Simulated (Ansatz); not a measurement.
Mo2P3O11:
```xyz
32
Lattice="5.9740 4.3610 0.0000 -5.9740 4.3610 0.0000 -3.7387 0.0000 8.2566" Properties=species:S:1:pos:R:3 pbc="T T T"
Mo    -5.0845     6.4510     7.9286
Mo    -0.5236     6.4510     4.4562
Mo     1.3458     2.2710     0.3279
Mo    -3.2152     2.2710     3.8003
P      3.6126     3.8103     2.3643
P     -5.4820     3.8103     1.7640
P      1.7433     4.9117     6.4926
P     -7.3514     4.9117     5.8923
P     -2.8041     4.6976     6.1924
P     -0.9347     4.0244     2.0641
O     -1.6052     5.5785     5.8343
O     -4.0029     5.5785     6.5505
O      3.2500     3.0245     1.0690
O     -5.1193     3.0245     3.0592
O     -1.5527     1.4927     4.7235
O     -4.0554     1.4927     7.6614
O      0.3167     7.2293     0.5952
O     -2.1861     7.2293     3.5331
O      1.3806     5.6975     5.1973
O     -6.9887     5.6975     7.1875
O     -1.3333     4.8729     0.8632
O     -0.5360     4.8729     3.2651
O     -3.2027     3.8491     4.9915
O     -2.4054     3.8491     7.3933
O      0.7755     3.7894     6.7336
O     -6.3837     3.7894     5.6513
O     -2.1336     3.1435     2.4222
O      0.2642     3.1435     1.7060
O     -2.8041     8.6084     6.1924
O      2.6449     4.9326     2.6053
O     -4.5143     4.9326     1.5230
O     -0.9347     0.1136     2.0641
```
The run is spin-polarised; directions of the spins, atom by atom: ↑ ↑ ↑ ↑ 0 0 0 0 0 0 0 0 0 0 0 0 0 0 0 0 0 0 0 0 0 0 0 0 0 0 0 0.

Relaxed with r²SCAN.

Task: Which orbitals make up the states near the Fermi level in r²SCAN in the plane-wave PAW code Ansatz?

Result: Within 0.5 eV of the Fermi level: Mo 4d 68 %, O 2p 28 %. Projections are on Löwdin-orthogonalised atomic valence shells; empty p or d shells of many metals are not among them.

Task: Tabulate the density of states.

Result: States/eV per cell of 32 atoms, in 0.25 eV bins, energy from the Fermi level.

| E (eV) | total | O 2p | Mo 4d | O 2s |
|---|---|---|---|---|
| -7.85 | 10.71 | 8.01 | 0.38 | 0.74 |
| -7.60 | 11.45 | 8.65 | 0.33 | 0.90 |
| -7.35 | 2.80 | 2.12 | 0.20 | 0.17 |
| -7.10 | 12.31 | 9.75 | 0.55 | 0.73 |
| -6.85 | 13.17 | 11.48 | 0.60 | 0.27 |
| -6.60 | 10.84 | 9.00 | 1.13 | 0.14 |
| -6.35 | 17.53 | 14.44 | 2.04 | 0.21 |
| -6.10 | 19.51 | 16.29 | 2.15 | 0.21 |
| -5.85 | 18.90 | 15.82 | 1.96 | 0.25 |
| -5.60 | 17.69 | 14.93 | 1.59 | 0.30 |
| -5.35 | 23.28 | 20.13 | 1.64 | 0.35 |
| -5.10 | 28.15 | 24.80 | 1.65 | 0.34 |
| -4.85 | 29.34 | 26.23 | 1.49 | 0.30 |
| -4.60 | 28.20 | 25.42 | 1.30 | 0.23 |
| -4.35 | 26.62 | 24.14 | 1.21 | 0.21 |
| -4.10 | 21.38 | 19.48 | 1.08 | 0.22 |
| -3.85 | 21.45 | 19.69 | 1.07 | 0.18 |
| -3.60 | 16.33 | 15.12 | 0.80 | 0.11 |
| -3.35 | 15.19 | 14.26 | 0.63 | 0.07 |
| -3.10 | 18.01 | 17.13 | 0.60 | 0.06 |
| -2.85 | 11.52 | 11.19 | 0.18 | 0.03 |
| -2.60 | 0.00 | 0.00 | 0.00 | 0.00 |
| -2.35 | 0.00 | 0.00 | 0.00 | 0.00 |
| -2.10 | 0.00 | 0.00 | 0.00 | 0.00 |
| -1.85 | 0.00 | 0.00 | 0.00 | 0.00 |
| -1.60 | 0.00 | 0.00 | 0.00 | 0.00 |
| -1.35 | 0.00 | 0.00 | 0.00 | 0.00 |
| -1.10 | 4.71 | 1.00 | 3.41 | 0.07 |
| -0.85 | 6.63 | 1.34 | 4.87 | 0.07 |
| -0.60 | 16.23 | 3.33 | 11.97 | 0.12 |
| -0.35 | 5.67 | 1.42 | 3.98 | 0.03 |
| -0.10 | 7.16 | 1.95 | 4.87 | 0.03 |
| 0.15 | 6.26 | 1.97 | 4.05 | 0.02 |
| 0.40 | 1.35 | 0.45 | 0.86 | 0.00 |
| 0.65 | 0.00 | 0.00 | 0.00 | 0.00 |
| 0.90 | 0.00 | 0.00 | 0.00 | 0.00 |
| 1.15 | 0.00 | 0.00 | 0.00 | 0.00 |
| 1.40 | 0.00 | 0.00 | 0.00 | 0.00 |
| 1.65 | 7.47 | 0.67 | 6.22 | 0.10 |
| 1.90 | 10.80 | 1.13 | 8.91 | 0.09 |
| 2.15 | 11.71 | 1.34 | 9.70 | 0.08 |
| 2.40 | 15.08 | 1.88 | 12.63 | 0.08 |
| 2.65 | 5.20 | 0.63 | 3.82 | 0.35 |
| 2.90 | 6.48 | 0.70 | 4.03 | 0.88 |
| 3.15 | 4.76 | 0.67 | 2.94 | 0.57 |
| 3.40 | 7.56 | 1.09 | 4.69 | 0.84 |
| 3.65 | 11.77 | 1.54 | 7.23 | 1.40 |
| 3.90 | 9.27 | 1.48 | 5.60 | 1.01 |
| 4.15 | 7.16 | 1.19 | 4.38 | 0.72 |
| 4.40 | 5.96 | 0.87 | 3.38 | 0.68 |
| 4.65 | 5.45 | 0.78 | 2.82 | 0.66 |

Space group C2/c. The workflow started from a Materials Project entry (that database holds measured and hypothetical structures alike); the Crystallography Open Database copy checked does not list it. Its standing as an ambient phase is unchecked. The cell was relaxed with r²SCAN under the symmetry of its start; its stability against distortions is not shown here. The final state is ferromagnetic, the only order run, not a proven ground state. Other orbital occupations within this spin state were not tried. No Hubbard U is applied. Spin–orbit coupling is left out wherever it is not named.

Potentials: the later of the program's two PAW sets.
